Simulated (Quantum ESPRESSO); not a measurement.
pw.x input (Quantum ESPRESSO 7.5; PBEsol, PseudoDojo standard norm-conserving files, scalar-relativistic):

```
&CONTROL
  calculation = 'scf'
  pseudo_dir = './pseudo'
  outdir = './out'
  tprnfor = .true.
  tstress = .true.
/
&SYSTEM
  ibrav = 0
  nat = 5
  ntyp = 3
  ecutwfc = 84.0
  ecutrho = 336.0
  occupations = 'smearing'
  smearing = 'fd'
  degauss = 0.002
  nbnd = 30
/
&ELECTRONS
  conv_thr = 5e-10
/
ATOMIC_SPECIES
F 18.9984 F.upf
Cs 132.9055 Cs.upf
Hg 200.5920 Hg.upf
CELL_PARAMETERS angstrom
  4.595450000000   0.000000000000   0.000000000000
  0.000000000000   4.595450000000   0.000000000000
  0.000000000000   0.000000000000   4.595450000000
ATOMIC_POSITIONS crystal
F   0.000000000000   0.500000000000   0.500000000000
F   0.500000000000   0.000000000000   0.500000000000
F   0.500000000000   0.500000000000   0.000000000000
Cs   0.000000000000   0.000000000000   0.000000000000
Hg   0.500000000000   0.500000000000   0.500000000000
K_POINTS automatic
6 6 6 0 0 0
```

End of the output:

```
     total energy              =    -527.41966989 Ry
     estimated scf accuracy    <       0.00000027 Ry
     total energy              =    -527.41966998 Ry
     estimated scf accuracy    <       0.00000003 Ry
     total energy              =    -527.41966999 Ry
     estimated scf accuracy    <          9.8E-10 Ry
[...]
     the Fermi energy is     5.6479 ev
!    total energy              =    -527.41966999 Ry
     estimated scf accuracy    <          2.0E-10 Ry
     smearing contrib. (-TS)   =      -0.00000007 Ry
     internal energy E=F+TS    =    -527.41966991 Ry
     The total energy is F=E-TS. E is the sum of the following terms:
     one-electron contribution =    -308.60545307 Ry
     hartree contribution      =     175.06630024 Ry
     xc contribution           =    -101.09887034 Ry
     ewald contribution        =    -292.78164674 Ry
     convergence has been achieved in  10 iterations
     Forces acting on atoms (cartesian axes, Ry/au):
     atom    1 type  1   force =     0.00000000    0.00000000    0.00000000
     atom    2 type  1   force =     0.00000000    0.00000000    0.00000000
     atom    3 type  1   force =     0.00000000    0.00000000    0.00000000
     atom    4 type  2   force =     0.00000000    0.00000000    0.00000000
     atom    5 type  3   force =     0.00000000    0.00000000    0.00000000
     Total force =     0.000000     Total SCF correction =     0.000000
     Computing stress (Cartesian axis) and pressure
          total   stress  (Ry/bohr**3)                   (kbar)     P=      -10.92
  -0.00007424   0.00000000   0.00000000          -10.92        0.00        0.00
   0.00000000  -0.00007424   0.00000000            0.00      -10.92        0.00
   0.00000000   0.00000000  -0.00007424            0.00        0.00      -10.92
```
In a gapped system the printed Fermi energy is only some level inside the gap.

Spin-orbit coupling is not included.

Geometry of the Materials Project entry, not relaxed at this level.
